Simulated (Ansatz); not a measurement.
**Rb2NiO2: pressure against volume**

Rb2NiO2, I4/mmm, a = 4.130 Å, c = 12.948 Å. The structure is a COD entry; whether it is the stable form wasn't checked. Ansatz: PBEsol, PAW, 420 eV, Γ-centred 10×10×10 mesh on 5 atoms, Gaussian smearing 0.02 eV; collinear spin, largest moment 1.2 μB. Shape and atoms are relaxed at each volume; pressure is positive in compression.

| V (Å³/atom) | P (GPa) |
| --- | --- |
| 20.754 | 2.01 |
| 21.417 | 0.91 |
| 22.079 | 0.00 |
| 22.742 | ? |
| 23.404 | -1.37 |

Take V0 = 22.079 Å³/atom, fit the third-order Birch–Murnaghan form to the other rows, and predict the missing pressure.

With the Eulerian strain f = ½[(V0/V)^(2/3) − 1] and y = P/[3f(1 + 2f)^(5/2)], the form is the line y = B0 + 1.5 B0 (B0′ − 4) f. Rows (f, y): 0.02106, 28.70; 0.01025, 28.13; -0.01905, 26.42. Means f = 0.004087, y = 27.750; Σ(Δf)² = 0.0008614, ΣΔfΔy = 0.04924; the slope is their ratio. y = 27.52 + 57.16 f GPa, so B0 = 27.5 GPa and B0′ = 4 + 2 × (57.16)/(3 × 27.52) = 5.38. At V = 22.742, f = -0.00977, y = 26.962 and P = -0.75 GPa. The run gave -0.76 GPa, so the fit is 0.01 GPa too high, a small miss on the scale of the series.

The cell holds one magnetic atom, so it can only be ferromagnetic; an antiferromagnetic order may lie lower.

1 further run of this set didn't finish or converge.